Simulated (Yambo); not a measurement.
Yambo run on K2LiRhF6 (space group Fm-3m, No. 225). The wavefunctions are LDA (pw.x of Quantum ESPRESSO, ONCV potentials, without SOC) ones on a 2×2×2 mesh (40 occupied bands); a = 5.6652 Å, b = 5.6652 Å, c = 5.6652 Å, α = 60.00°, β = 60.00°, γ = 60.00°.

Yambo input:

```
rim_cut
gw0
dyson
el_el_corr
HF_and_locXC
ppa
em1d
RandQpts= 1000000
RandGvec= 1 Ry
EXXRLvcs= 88 Ry
VXCRLvcs= 352 Ry
Chimod= "HARTREE"
% BndsRnXp
 6 | 62 |
%
NGsBlkXp= 3 Ry
% LongDrXp
 1.0 | 1.0 | 1.0 |
%
PPAPntXp= 27.2114 eV
% GbndRnge
 1 | 62 |
%
GTermKind= "BG"
DysSolver= "n"
ExtendOut
% QPkrange
 3 | 3 | 40 | 41 |
%
```

k points by index: 3 = X.

Table of the .qp output:

```
#    K-point    Band    Eo [eV]    E [eV]    E-Eo [eV]    Vxc [eV]    Vnlxc [eV]    Sc|Eo [eV]    Sc|E [eV]    dSc/dw|Eo [eV]    Re(Z)    Im(Z)
#
    3    40    0.000000    -1.672416    -1.672416    -23.36683    -29.78784    4.327964    4.748586    -6.842975    0.799055    -0.001492
    3    41    1.745793    4.395220    2.649427    -23.05221    -16.95750    -2.816398    -3.445284    -6.458671    0.808175    -0.001446
```
(The two width columns are left out.) Convergence of these settings isn't established.

Geometry of the Materials Project entry, not relaxed at this level.

The structure is a Materials Project entry; no match was found in the copy of COD used, and its stability was not checked.
